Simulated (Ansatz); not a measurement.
Total density of states per atom from r²SCAN (plane waves, PAW; program Ansatz), in 0.25 eV bins, energy from the Fermi level:

```
E (eV) | states/eV/atom
    -7.85 |  0.03
    -7.60 | # 0.06
    -7.35 | # 0.08
    -7.10 | ## 0.10
    -6.85 | ## 0.12
    -6.60 | ## 0.14
    -6.35 | ### 0.16
    -6.10 | ### 0.19
    -5.85 | ### 0.21
    -5.60 | ### 0.21
    -5.35 | ### 0.19
    -5.10 | ### 0.19
    -4.85 | ### 0.19
    -4.60 | ## 0.12
    -4.35 | # 0.06
    -4.10 | ##### 0.35
    -3.85 | ######## 0.48
    -3.60 | ########## 0.62
    -3.35 | ####### 0.48
    -3.10 | ############# 0.86
    -2.85 | ################## 1.18
    -2.60 | ################ 1.00
    -2.35 | ##################### 1.35
    -2.10 | ######################### 1.57
    -1.85 | ############################## 1.92
    -1.60 | ################ 1.03
    -1.35 | ######### 0.57
    -1.10 | ### 0.17
    -0.85 | ##### 0.33
    -0.60 | ##### 0.33
    -0.35 | ###### 0.39
    -0.10 | ##### 0.35
     0.15 | ##### 0.33
     0.40 | ####### 0.42
     0.65 | ######### 0.56
     0.90 | ###### 0.38
     1.15 | ##### 0.32
     1.40 | #### 0.27
     1.65 | ### 0.20
     1.90 | ### 0.16
     2.15 | ## 0.15
     2.40 | ## 0.14
     2.65 | ## 0.15
     2.90 | ##### 0.31
     3.15 | #### 0.28
     3.40 | #### 0.28
     3.65 | ##### 0.29
     3.90 | ##### 0.30
     4.15 | ### 0.22
     4.40 | ### 0.18
     4.65 | ######## 0.48
```

Which compound is it?
(A) Mg3Ir, P6_3/mmc (Mg on 4f, Mg on 2b, Ir on 2c)
(B) ErAl3C3, P6_3/mmc (Pearson symbol hP14)
(C) BaMg2FeH8, P-3m1 (Pearson symbol hP12)
(D) MgNi2P, Pnma (Mg on 4c, Ni on 8d, P on 4c)

A, Mg3Ir, P6_3/mmc (Mg on 4f, Mg on 2b, Ir on 2c). Within 0.5 eV of the Fermi level: Mg 3s 27 %, Ir 5d 24 %, Ir 6s 7 %, outside the projected shells 42 %. Projections are on Löwdin-orthogonalised atomic valence shells; empty p or d shells of many metals are not among them.

The workflow started from an entry of the Crystallography Open Database (COD). Whether it is the stable phase at ambient conditions was not checked. The cell was relaxed with r²SCAN under the symmetry of its start; its stability against distortions is not shown here. The run is not spin-polarised. Scalar-relativistic: spin–orbit coupling is off unless named, which matters more the heavier the elements.

Potentials: the later of the program's two PAW sets.
